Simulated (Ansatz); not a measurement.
AlN:
```
AlN
1.0
    3.09718     0.00000     0.00000
   -1.54859     2.68224     0.00000
    0.00000     0.00000    10.03391
Al N
4 4
Cartesian
  0.00000   0.00000   0.01430
  0.00000   0.00000   5.03126
  1.54859   0.89408   7.52864
  0.00000   1.78816   2.51169
  0.00000   0.00000   8.14698
  0.00000   0.00000   3.13003
  1.54859   0.89408   5.63845
  0.00000   1.78816   0.62150
```

Relaxed with r²SCAN.

Question: Give the Bader charges and basin volumes of the independent atoms, DFT-r²SCAN in the program Ansatz with PAW potentials.

Answer: 

```tsv
atom	Bader charge (e)	Bader volume (Å³)
Al1	+2.48	3.8
Al3	+2.48	3.8
N5	-2.48	17.1
N7	-2.48	17.0
```

Space group P6_3mc. The cell is a constructed one: a structure type filled with these elements. Its sites differ from those of the usual phase in this space group: another stacking or structure type. The r²SCAN relaxation kept the symmetry of its start; whether a distortion lowers the energy is not shown.

Potentials: the later of the program's two PAW sets.
